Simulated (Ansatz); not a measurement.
The relaxed structure here is a generated cell of CsPbCl3: the first start was made by a random draw of sites in a space group, and the end was not matched to a known phase here, so it may be hypothetical. Known forms of CsPbCl3 include space group No. 221.

One stationary structure of CsPbCl3. All values below come from PBEsol (plane waves to 420 eV, PAW, scalar-relativistic; Ansatz, an electronic-structure program).

```cif
data_Cl3CsPb
_chemical_formula_sum 'Cl3 Cs1 Pb1'
_space_group_name_H-M_alt 'P 1'
_space_group_IT_number 1
_cell_length_a 6.11243
_cell_length_b 6.11243
_cell_length_c 6.41032
_cell_angle_alpha 90.000
_cell_angle_beta 90.000
_cell_angle_gamma 90.000
loop_
_space_group_symop_operation_xyz
  'x, y, z'
loop_
_atom_site_label
_atom_site_type_symbol
_atom_site_fract_x
_atom_site_fract_y
_atom_site_fract_z
_atom_site_occupancy
Cl1 Cl 0.00000 0.50000 0.00000 1
Cl2 Cl 0.50000 0.00000 0.00000 1
Cl3 Cl 0.50000 0.50000 0.50000 1
Cs1 Cs 0.50000 0.50000 0.00000 1
Pb1 Pb 0.00000 0.00000 0.00000 1
```

### Question
Determine the symmetry and give the standard cell with its independent sites.

### Answer
Space group P4/mmm (No. 123); a = b = 6.112 Å, c = 6.410 Å, α = β = γ = 90.00°

```json
[
 {"atom": "Cl", "site": "2f", "symmetry": "mmm.", "x": "0.0000", "y": "0.5000", "z": "0.0000"},
 {"atom": "Cl", "site": "1d", "symmetry": "4/mmm", "x": "0.5000", "y": "0.5000", "z": "0.5000"},
 {"atom": "Cs", "site": "1c", "symmetry": "4/mmm", "x": "0.5000", "y": "0.5000", "z": "0.0000"},
 {"atom": "Pb", "site": "1a", "symmetry": "4/mmm", "x": "0.0000", "y": "0.0000", "z": "0.0000"}
]
```

### Question
Give the shortest distances between elements (the closest pairs, up to four, under 3.6 Å).

### Answer
Cl–Cs 3.06 Å; Cl–Pb 3.06 Å.

```yaml
volume_per_atom: 47.90 Å³
band_gap: no gap on the sampled points, where the bands overlap only slightly; such a result is sensitive to mesh and level
```

No spin polarisation in the result. Without spin-orbit coupling the bands of the heavy element are not split, so the gap can be far off.

The run could not lower the symmetry of its start; a shaken copy of this end point relaxes with PBEsol to Pm (No. 6) at a tolerance of 0.01 Å, Amm2 (No. 38) at 0.1 Å, 0.60 eV/atom lower.
